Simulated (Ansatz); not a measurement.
Ba2HfO4:
Space group I4/mmm (No. 139); a = 4.147 Å, b = 4.147 Å, c = 13.334 Å, α = 90.00°, β = 90.00°, γ = 90.00°

```tsv
atom	site	symmetry	x	y	z
Ba	4e	4mm	0.0000	0.0000	0.3526
Hf	2a	4/mmm	0.0000	0.0000	0.0000
O	4c	mmm.	0.0000	0.5000	0.0000
O	4e	4mm	0.0000	0.0000	0.1574
```
(The calculation used a cell of 7 atoms; values per cell refer to that cell.)

Relaxed with PBEsol. DFT-PBEsol in the program Ansatz with PAW potentials gives a gap of 3.36 eV.

Task: What gap does HSE06 give on the same cell (Ansatz, PAW)?

Result: 4.88 eV, 1.52 eV more. The hybrid was solved on a coarser mesh and at special points; its gap is the smallest among all of these.

```
k   v1 PBEsol  c1 PBEsol  v1 HSE06  c1 HSE06
--  ---------  ---------  --------  --------
Γ       -0.15       3.39       [?]       [?]
M       -0.22       3.36     -0.22      4.88
X       -0.19       4.42     -0.16      5.97
P       -0.33       4.67       [?]       [?]
N       -0.26       4.96       [?]       [?]
S0      -0.29       5.02       [?]       [?]
R       -0.19       4.46     -0.17      6.01
```

Task: Top valence (v1) and lowest conduction level (c1) in eV from each method's valence maximum (which need not be a listed point): supply the withheld HSE06 values.

Result: 
- N, v1 HSE06: -0.30
- N, c1 HSE06: 6.68
- P, v1 HSE06: -0.30
- P, c1 HSE06: 6.23
- Γ, v1 HSE06: -0.18
- Γ, c1 HSE06: 5.02
- S0, v1 HSE06: -0.28
- S0, c1 HSE06: 6.74

Cost on shared cores: the PBEsol run (SCF on a 9×9×9 mesh, then bands and DOS) around 3 core-minutes (rough), the HSE06 run (SCF on 6×6×6, then a few points) around 29 core-minutes (rough); the tasks are unlike.

The workflow started from a Materials Project entry (that database holds measured and hypothetical structures alike); the Crystallography Open Database copy checked does not list it. Whether it is the stable phase at ambient conditions was not checked. The cell was relaxed with PBEsol under the symmetry of its start; its stability against distortions is not shown here. No spin polarisation was allowed. Spin–orbit coupling is left out wherever it is not named.

Potentials: the later of the program's two PAW sets.
